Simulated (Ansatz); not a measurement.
A geometry of W away from equilibrium: step 2 of the relaxation of a relaxed W cell, doubled along one cell vector, shaken by Gaussian noise of σ = 0.08 Å a coordinate. Computed with r2SCAN (plane waves to 500 eV, PAW, scalar-relativistic; Ansatz, an electronic-structure program). Γ-centred k-mesh 21×11×21 on the run's cell, Fermi–Dirac smearing 0.05 eV.

```yaml
crystal:
  lattice:
    - [-1.57425, 1.58669, 1.57894]
    - [3.18765, -3.17340, 3.19705]
    - [1.57446, 1.58690, -1.57895]
  atoms:
    - { symbol: W, position: [0.03619, 0.01103, 0.97198] }
    - { symbol: W, position: [0.97158, 0.50074, 0.01599] }
```

**Question.** Predict the force on each atom, in eV/Å.

**Answer.** 
| atom | Fx | Fy | Fz |
|---|---|---|---|
| W1 | 0.60 | 0.00 | -1.72 |
| W2 | -0.60 | 0.00 | 1.72 |

**Question.** What is the pressure?

**Answer.** +0.4 GPa, compression positive.

**Question.** How far above the relaxed end point is this geometry?

**Answer.** 0.12 eV/atom; the path ends in Im-3m (No. 229) (bcc (W type)).

No spin polarisation in the result.

The run could not lose the symmetry of its start.
